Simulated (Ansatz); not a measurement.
Ansatz (an electronic-structure program) input:

Ansatz 0.2 input:
```yaml
crystal:
  lattice:
    - [3.8276345283, 0.0, 0.0]
    - [-1.9138172641, 3.3148287379, 0.0]
    - [0.0, 0.0, 5.9835222572]
  atoms:
    - { symbol: La, position: [0.3333333333, 0.6666666667, 0.25] }
    - { symbol: La, position: [0.6666666667, 0.3333333333, 0.75] }
kpoints:
  mp_grid: { grid: [12, 12, 7] }
hamiltonian:
  xc: r2scan
  pseudopotentials: { azcp: { folder: ./paw }, kind: paw }
scf:
  occupations: { method: fermi_dirac, width: 0.1 }
phonons:
  method: dfpt
  response_accuracy: low
  eigenvectors: true
  rigid_motions: translations
```

Output (shortened):

```
Pseudopotential: La, paw, valence charge 11
Functional definition: r2SCAN
Crystal: 2 atoms, lattice volume = 75.919 Å³
Basis set: ecut = 500 eV, 1911 PW (Γ), exchange–correlation on 150×150×240 points (125 copies of the dense FFT grid, shifted against one another)
Bands: 15, of which v1, the nominal top of the filled ones, is band 11 counted from 1 (10 counted from 0)
Symmetry: 24 space group operations
k-points: 277 of 1008 (irreducible under 2 space group operations, time reversal used)
iter 1 solved again at ethr=2.54e-3 eV; its pass at ethr=3.10e-3 eV (dr2=5.58e-1 eV) is discarded
SCF iter   1: F=—  HF=-12529.824513 eV  |F-HF|=—  |Δ(HF+E_count)|=         —  Δρ=2.58e-2  dr2=5.63e-1  dr2_τ=4.59e-3  ethr=2.54e-3  ⟨swp⟩=1.0  Hψ=30098  notcnv=0
preconditioner: auto → Kerker (q_TF=auto, 2.219 Å⁻¹)
SCF iter   2: F=—  HF=-12529.806376 eV  |F-HF|=—  |Δ(HF+E_count)|=   1.81e-2  Δρ=1.42e-2  dr2=1.77e-1  dr2_τ=3.91e-3  ethr=2.54e-3  ⟨swp⟩=4.5  Hψ=8626  notcnv=0
SCF iter   3: F=—  HF=-12529.744674 eV  |F-HF|=—  |Δ(HF+E_count)|=   6.17e-2  Δρ=1.78e-3  dr2=3.51e-3  dr2_τ=4.67e-5  ethr=8.03e-4  ⟨swp⟩=5.8  Hψ=10153  notcnv=0
SCF iter   4: F=—  HF=-12529.746903 eV  |F-HF|=—  |Δ(HF+E_count)|=   2.23e-3  Δρ=6.17e-4  dr2=3.92e-4  dr2_τ=4.15e-6  ethr=1.59e-5  ⟨swp⟩=3.1  Hψ=9970  notcnv=0
SCF iter   5: F=—  HF=-12529.747134 eV  |F-HF|=—  |Δ(HF+E_count)|=   2.31e-4  Δρ=1.73e-4  dr2=3.88e-5  dr2_τ=3.08e-7  ethr=1.78e-6  ⟨swp⟩=2.9  Hψ=7269  notcnv=0
SCF iter   6: F=—  HF=-12529.747155 eV  |F-HF|=—  |Δ(HF+E_count)|=   2.05e-5  Δρ=4.28e-5  dr2=1.91e-6  dr2_τ=2.68e-8  ethr=1.76e-7  ⟨swp⟩=3.0  Hψ=8290  notcnv=0
SCF iter   7: F=—  HF=-12529.747157 eV  |F-HF|=—  |Δ(HF+E_count)|=   1.62e-6  Δρ=1.56e-5  dr2=2.81e-7  dr2_τ=2.25e-9  ethr=8.68e-9  ⟨swp⟩=3.0  Hψ=8287  notcnv=0
SCF iter   8: F=—  HF=-12529.747157 eV  |F-HF|=—  |Δ(HF+E_count)|=   1.09e-7  Δρ=3.34e-6  dr2=9.92e-9  dr2_τ=1.42e-10  ethr=1.28e-9  ⟨swp⟩=2.0  Hψ=6767  notcnv=0
SCF iter  11: F=-12529.747157 eV  HF=-12529.747157 eV  |F-HF|=7.28e-12  |Δ(HF+E_count)|=  6.55e-11  Δρ=3.55e-8  dr2=1.36e-12  dr2_τ=2.51e-14  ethr=1.00e-12  ⟨swp⟩=9.7  Hψ=28297  notcnv=0
SCF 1 converged in 11 iterations: F = -12529.747157 eV  dr2 = 1.36e-12
DFPT response loops at Γ: preconditioner auto → Kerker (q_TF=auto, 2.219 Å⁻¹) (partly filled bands, converged f_vac=0.000) …
SCF converged after 11 iterations
Free energy (F): -12529.747157 eV
Harris-Foulkes:  -12529.747157 eV  (|F-HF|=7.28e-12)
Internal energy: -12529.631745 eV  (E = F + TS)
E sigma→0 (E₀):  -12529.689451 eV
Entropy (-TS):   -0.115412 eV (-57.706 meV/atom)
Fermi energy:    10.786592 eV
--- Per-component energies (eV) ---
  E_band       = -110.041692
  E_kinetic    = 371.236974
  E_local      = -649.938562  (includes V_loc(G=0)·N_el)
  E_nonlocal   = 170.942084
  E_hartree    = 219.176764
  E_xc         = -268.395640
  E_vxc        = -313.053759  (∫ρ·V_xc dr)
  E_paw        = -10875.860421  (= ΣΔE_a)
  E_vpaw       = -143.703120  (= ΣTr[D̂ρ^β])
  E_aug_tail   = -0.000001  (compensation charges beyond the density's cutoff)
  E_vtau       = 16.121183  (kinetic-family band-sum trace: ∫τ·v_τ [+ j·A + Jᵃ·Aᵃ] dr)
  E_ewald      = -1496.929390
  E_core_change = 0.136446  (= ΣΔE_core)
  E_smearing   = -0.115412  (= −TS)
  E_closure    = 0.000000  (closes the sum)
  Σ components = -12529.747157   (vs F -12529.747157, Δ=0.00e0)
  [band-id]    e_kinetic+e_local+e_nonlocal+2·e_hartree+e_vxc+e_vpaw+e_augmentation_tail+e_vtau = -110.041672   (vs E_band -110.041692, Δ=1.94e-5)
--- Band table (eV; the first three rows and the last of 277) ---
  k-point 0: bands = ["-23.2587", "-23.0275", "-7.2325", "-6.0597", "-6.0597", "-5.8509", "-5.8509", "-5.7606", "7.4736", "8.9487", "12.1598", "12.1598", "12.1608", "12.5639", "12.6414"]
  k-point 1: bands = ["-23.2476", "-23.0393", "-7.1675", "-6.0496", "-6.0496", "-5.8614", "-5.8614", "-5.8437", "7.6408", "8.9958", "12.1217", "12.1315", "12.1315", "12.4262", "12.4580"]
  k-point 2: bands = ["-23.2164", "-23.0722", "-6.9820", "-6.0694", "-6.0211", "-6.0211", "-5.8909", "-5.8909", "8.0925", "9.0896", "11.8247", "11.9946", "12.0999", "12.0999", "12.4071"]
  k-point 276: bands = ["-23.0413", "-23.0241", "-6.9808", "-6.9494", "-6.4739", "-6.3976", "-6.0751", "-5.9973", "9.7611", "9.8273", "10.7849", "11.1108", "11.3670", "11.6978", "12.3213"]
--- Phonons (Γ-DFPT): 2 representative perturbations + reference, on 277 of 1008 k-points (Σ response iterations 13) ---
  ASR residual: 4.183e-4 → 0.000e0 eV/Å²; symmetrization residual: 2.181e-7 eV/Å²
  ASR residual per site (eV/Å²): 4.18e-4 4.18e-4
  Γ frequencies (cm⁻¹): 0.00 0.00 0.00 36.76 36.76 68.03
  non-analytic LO–TO correction: not included (Born effective charges unavailable; polar crystals: no LO–TO splitting at Γ)
```

Cost: very roughly 3 core-minutes on shared cores.

Space group P6_3/mmc (hcp (Mg type)). The workflow started from an entry of the Crystallography Open Database (COD). Its sites differ from those of the usual phase in this space group: another stacking or structure type. The cell was relaxed with r²SCAN under the symmetry of its start; its stability against distortions is not shown here. As this level gives no gap, phonon frequencies hold no LO–TO term and depend on the k-mesh and smearing (Fermi–Dirac, 0.1 eV here). Spin–orbit coupling is left out wherever it is not named.

Potentials: the earlier of the program's two PAW sets. The files were generated under PBE; for other functionals the program regenerates the frozen cores, and for LDA and PBEsol the local potential too.

Ansatz is a plane-wave DFT program.
